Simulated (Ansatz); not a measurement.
Ansatz input

```yaml
crystal:
  lattice:
    - [2.3339902209, 0.0, 0.0]
    - [0.0, 2.3339902209, 0.0]
    - [0.0, 0.0, 2.3339902209]
  atoms:
    - { symbol: Cr, position: [0.0, 0.0, 0.0], spin: 1.5 }
hamiltonian:
  xc: blyp
  pseudopotentials:
    kind: paw
    azcp:
      Cr: "pseudopotentials/Cr.paw.azcp"
basis:
  ecutwfc: 420
  fft_grid_basis: typed
kpoints:
  mp_grid: { grid: [15, 15, 15], shift: [0, 0, 0] }
magnetization:
  spin_polarized: true
scf:
  occupations: { method: fermi_dirac, width: 0.05 }
  lower_state_search: "off"
output:
  stress: true
```

Terminal output

```
Engine: ansatz 0.2.0, aarch64-unknown-linux-gnu
Pseudopotentials: kind: paw
Pseudopotential: Cr, paw, valence charge 14, recommended cutoff 420 eV (normal) 
Functional definition: BLYP
  parameter beta = 0.0042
  parameter a = 0.04918
  parameter b = 0.132
  parameter c = 0.2533
  parameter d = 0.349
  exchange = b88_x(beta = beta)
  correlation = lyp_c(a = a, b = b, c = c, d = d)
Crystal: 1 atoms, lattice volume = 12.714 Å³
Basis set: ecut = 420 eV, 251 PW (Γ), exchange–correlation on 32×32×32 points (8 copies of the dense FFT grid, shifted against one another)
Bands: 12, of which v1, the nominal top of the filled ones, is band 7 counted from 1 (6 counted from 0)
Symmetry: 48 space group operations
Space group: Pm-3m (ITA 221), of the structure as read, at distance tolerance 2.3e-5 Å
Magnetic group: BNS 221.92 (UNI 1594), of the structure as read, at distance tolerance 2.3e-5 Å
k-points: 120 of 3375
Non-local potential: Cr, projectors of the file, l = 0: 3, l = 1: 2, l = 2: 3, l = 3: 1
PAW form: soft (Blöchl's): semilocal exchange-correlation on the pseudo side does not see the compensation charge
PAW frozen core: Cr, regenerated for the run's functional, and the local potential with it (the file was generated under x = pbe(κ = 0.804, μ = 0.2195149727645171), c = pbe(β = 0.06672455060314922))
PAW one-centre angular grid: Cr, 590 points (default); XC on 64 Gauss nodes
Initial density: superposition of atomic densities (chi_scale 0.1, normalization cell)
Starting moments: Σ|m| = 1.5 μB on 1 of 1 site
Initial wavefunctions: pseudopotential atomic-orbital guess
Functional: x = b88, c = lyp
SCF iter   1: F=—  HF=-3384.266618 eV  |F-HF|=—  |Δ(HF+E_count)|=         —  Δρ=1.73e-1 (↑1.73e-1 ↓4.91e-2)  dr2=2.94e0  dr2_m=1.04e0  M=0.541 μB ∫|m|=0.547 μB  β_m=0.30  ethr=3.10e-3  ⟨swp⟩=3.7  Hψ=13418  notcnv=0
SCF iter   2: F=—  HF=-3383.762579 eV  |F-HF|=—  |Δ(HF+E_count)|=   5.04e-1  Δρ=1.04e-1 (↑1.04e-1 ↓4.48e-2)  dr2=7.89e-1  dr2_m=5.24e-1  M=0.525 μB ∫|m|=0.533 μB  β_m=0.30  ethr=3.10e-3  ⟨swp⟩=2.9  Hψ=7210  notcnv=0  defer=96
SCF iter   3: F=—  HF=-3383.630313 eV  |F-HF|=—  |Δ(HF+E_count)|=   1.32e-1  Δρ=5.16e-2 (↑4.67e-2 ↓5.16e-2)  dr2=2.98e-2  dr2_m=2.61e-1  M=0.516 μB ∫|m|=0.524 μB  β_m=0.30  ethr=3.10e-3  ⟨swp⟩=2.9  Hψ=5322  notcnv=0  defer=96
...
SCF iter  16: F=-3383.714287 eV  HF=-3383.714287 eV  |F-HF|=7.16e-10  |Δ(HF+E_count)|=   5.93e-8  Δρ=6.59e-6 (↑6.59e-6 ↓4.65e-6)  dr2=6.03e-10  dr2_m=3.61e-9  M=-0.000 μB ∫|m|=0.000 μB  β_m=0.99  ethr=1.67e-11  ⟨swp⟩=1.1  Hψ=8542  notcnv=0
iter 17 did not close the SCF: its close was put off for a magnetic moment that had not settled (scf_convergence_deferred on its scf_iter line)
SCF iter  17: F=-3383.714287 eV  HF=-3383.714287 eV  |F-HF|=3.15e-10  |Δ(HF+E_count)|=   4.53e-9  Δρ=3.38e-6 (↑3.38e-6 ↓3.21e-6)  dr2=1.08e-11  dr2_m=1.26e-9  M=-0.000 μB ∫|m|=0.000 μB  β_m=0.99  ethr=4.30e-12  ⟨swp⟩=1.0  Hψ=7713  notcnv=0
iter 18 did not close the SCF: its close was put off for a magnetic moment that had not settled (scf_convergence_deferred on its scf_iter line)
SCF iter  18: F=-3383.714287 eV  HF=-3383.714287 eV  |F-HF|=1.27e-11  |Δ(HF+E_count)|=   1.92e-9  Δρ=8.37e-7 (↑6.71e-7 ↓8.37e-7)  dr2=3.63e-12  dr2_m=6.52e-11  M=-0.000 μB ∫|m|=0.000 μB  β_m=1.00  ethr=1.00e-12  ⟨swp⟩=1.0  Hψ=8200  notcnv=0
SCF iter  19: F=-3383.714287 eV  HF=-3383.714287 eV  |F-HF|=4.55e-13  |Δ(HF+E_count)|=  9.96e-11  Δρ=3.58e-8 (↑2.86e-8 ↓3.58e-8)  dr2=2.81e-13  dr2_m=1.03e-14  M=0.000 μB ∫|m|=0.000 μB  ethr=1.00e-12  ⟨swp⟩=1.0  Hψ=7324  notcnv=0
WARN: the starting moments were not kept: the SCF closed with an absolute magnetisation of 4.0e-7 μB, where they sum to 1.5 μB in size (1 site). That is at most 0.1 of that sum. Measured as dr2_m measures the in/out step, that magnetisation stands 1.4e-13 eV from none, at or under the dr2_threshold of 1.0e-7 eV: it is no larger than a step whose dr2_m would equal this threshold. The system may hold no moment; this SCF shows only that its start led to no more than that. To try another start: raise the starting moments (crystal.atoms[].spin, magnetization.per_species, magnetization.initial_magnetization, or on a non-collinear deck that types none of these the spinor_matrix: blocks that start its atoms; where the total moment is fixed, keep their sum and leave initial_magnetization as it is; typed ones take the place of any that the run laid by itself, positive ones on a crystal's lanthanoids without a Hubbard term where scf.initial_density.shell_occupations: [] is typed) or, if the notice of its spin-set hold's release reads "site moments contracting" or "site moments show no strong build", lengthen the hold (scf.mixing.spin_hold: { on: { confirm: 4 } }; for m-r²SCAN on two components see the key's manual first). Each may lead to a state that holds a moment. A second SCF, from the converged charge density, with the starting moments and any scf.initial_density.shell_occupations laid on it anew, would have followed, and was not run: the deck does not ask for one (magnetization.retry_lost_moments is false, the default). To let it run, set magnetization.retry_lost_moments: true and run the deck again, where that key's refused combinations let it; where memory then withholds it, that run's warning says so.
SCF 1 converged in 19 iterations: F = -3383.714287 eV  dr2 = 2.81e-13
SCF converged after 19 iterations
Magnetization: 0.0000 μB (7.0000 up, 7.0000 down)
Absolute magnetization: 0.0000 μB (∫|ρ↑−ρ↓|, with the PAW one-centre terms)
Spin contamination: 0.0000 ħ² per cell (⟨S²⟩ above its minimum at these occupations)
Per-site moments (μB) at R_I (Å): [(3.470681595115958e-7, 0.9627709661212501)]
Free energy (F): -3383.714287 eV
Harris-Foulkes:  -3383.714287 eV  (|F-HF|=4.55e-13)
Internal energy: -3383.697831 eV  (E = F + TS)
E sigma→0 (E₀):  -3383.706059 eV
Entropy (-TS):   -0.016456 eV (-16.456 meV/atom)
Fermi energy:    17.859750 eV
--- Per-component energies (eV) ---
  E_band       = -162.336813
  E_kinetic    = 345.643396
  E_local      = -1331.332382  (includes V_loc(G=0)·N_el)
  E_nonlocal   = 81.827420
  E_hartree    = 580.078611
  E_xc         = -137.788987
  E_vxc        = -175.271334  (∫ρ·V_xc dr)
  E_paw        = -1206.668765  (= ΣΔE_a)
  E_vpaw       = -243.361519  (= ΣTr[D̂ρ^β])
  E_aug_tail   = 0.000409  (compensation charges beyond the density's cutoff)
  E_ewald      = -1715.472323
  E_core_change = 0.014790  (= ΣΔE_core)
  E_smearing   = -0.016456  (= −TS)
  E_closure    = 0.000000  (closes the sum)
  Σ components = -3383.714287   (vs F -3383.714287, Δ=0.00e0)
--- Stress (GPa, compression-positive) ---
        8.671640       0.000000       0.000000
        0.000000       8.671640       0.000000
       -0.000000       0.000000       8.671640
  P = ⅓ Tr σ = 8.6716 GPa (86.716 kbar)
```
